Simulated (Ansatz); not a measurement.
Recipe of this trial structure of AlInAsP₃: random cell by space group and Wyckoff sites (P4mm, No. 99). Lengths were set from tabulated atomic sizes, so they are only a guess.

```cif
data_structure
_symmetry_space_group_name_H-M 'P4mm'
_symmetry_Int_Tables_number 99
_cell_length_a 5.1389
_cell_length_b 5.1389
_cell_length_c 5.6597
_cell_angle_alpha 90.000
_cell_angle_beta 90.000
_cell_angle_gamma 90.000
_cell_volume 149.46
loop_
_atom_site_label
_atom_site_type_symbol
_atom_site_symmetry_multiplicity
_atom_site_Wyckoff_symbol
_atom_site_fract_x
_atom_site_fract_y
_atom_site_fract_z
_atom_site_occupancy
Al1 Al 1 a 0.00000 0.00000 0.75217 1
In1 In 1 b 0.50000 0.50000 0.67107 1
P1 P 1 a 0.00000 0.00000 0.03047 1
P2 P 1 b 0.50000 0.50000 0.98261 1
P3 P 1 b 0.50000 0.50000 0.28647 1
As1 As 1 a 0.00000 0.00000 0.30623 1
```

All numbers below come from DFT PBE, scalar-relativistic, plane waves, PAW in Ansatz 0.2.0. Cutoff 420 eV, Gaussian smearing, Γ-centred meshes. Cell and atoms relax first on a coarse mesh and then on a finer one. In between, the cell is made exact in the group found at 0.06 Å. In metals the finer mesh still leaves noise of several meV/atom or more. The steps can't lower the symmetry of their start. No spin polarisation.

A guess keeps its type if space group and coordination stay and the shape of the cell changes little (axis ratios within about 15 %, angles within 6°); the volume may change.

Q: Does it keep its structure type, or change into something else?

A: It doesn't keep its type. The symmetry stays P4mm (No. 99). The volume per atom shrinks by 20.0 %, from 24.9 to 19.9 Å³. The shortest distance goes from 1.56 Å (As–P) to 2.26 Å (P–P). The ratio c/a of the conventional cell changes by a factor of 2.70. Counting neighbours within 15 % of an atom's shortest distance, the start has Al 1, As 1, In 1, P 1/2 and the end Al 1, As 4, In 9, P 5. In detail, at the end around Al lie 1 P at 2.42 Å and 4 In at 3.00 Å; around In lie 4 Al at 3.00 Å, 1 P at 3.37 Å, 4 In at 3.43 Å and 4 As at 3.54 Å; around P on its first site lie 1 Al at 2.42 Å and 4 P at 2.45 Å; As has 4 P at 2.55 Å, 1 P at 3.40 Å, 4 As at 3.43 Å and 4 In at 3.54 Å; 2 more sites not described.

Space group P4mm (No. 99). a = 3.426 Å, b = 3.426 Å, c = 10.180 Å, α = 90.00°, β = 90.00°, γ = 90.00°
```tsv
atom	site	symmetry	x	y	z
Al	1a	4mm	0.0000	0.0000	0.7708
In	1b	4mm	0.5000	0.5000	0.5964
P	1a	4mm	0.0000	0.0000	0.0087
P	1b	4mm	0.5000	0.5000	0.0441
P	1b	4mm	0.5000	0.5000	0.2658
As	1a	4mm	0.0000	0.0000	0.3432
```

Formation energies are uncorrected and refer to the elements' standard structures at the same level. The references include black phosphorus.

Q: At what energy does it end?

A: +0.19 eV/atom. A positive value: parting into the elements would lower its energy.

The last run used a 12×12×4 mesh (in the run's order of axes) for its 6-atom cell and Gaussian smearing of 0.10 eV. The reference forms of As and P are held partly by dispersion forces, which this level lacks. A structure relaxed within its symmetry needn't be a true minimum.

In counts of neighbours, a slash parts the counts of unlike sites.
